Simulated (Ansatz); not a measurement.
Input:

C:
```cif
data_C
_chemical_formula_sum 'C1'
_space_group_name_H-M_alt 'P 1'
_space_group_IT_number 1
_cell_length_a 1.74873
_cell_length_b 1.74873
_cell_length_c 1.74873
_cell_angle_alpha 90.000
_cell_angle_beta 90.000
_cell_angle_gamma 90.000
loop_
_space_group_symop_operation_xyz
  'x, y, z'
loop_
_atom_site_label
_atom_site_type_symbol
_atom_site_fract_x
_atom_site_fract_y
_atom_site_fract_z
_atom_site_occupancy
C1 C 0.00000 0.00000 0.00000 1
```

This is the LDA-relaxed structure.

Task: All from the program Ansatz at the LDA level (PAW), unless another level is named. Estimate the electronic character.

Result: metallic (no gap).

Task: And the density of states at the Fermi level?

Result: 0.25 states/eV per atom (mean over ±0.08 eV).

Space group Pm-3m (simple cubic). The start of the workflow was typed in or built on a structure type; neither database checked (COD, Materials Project) lists it. It is not the phase usual at ambient conditions (space group No. 194, 227). The LDA relaxation kept the symmetry of its start; its stability against distortions is not shown here. The volume moved by -28 % from the start of the relaxation.

Potentials: the earlier of the program's two PAW sets.
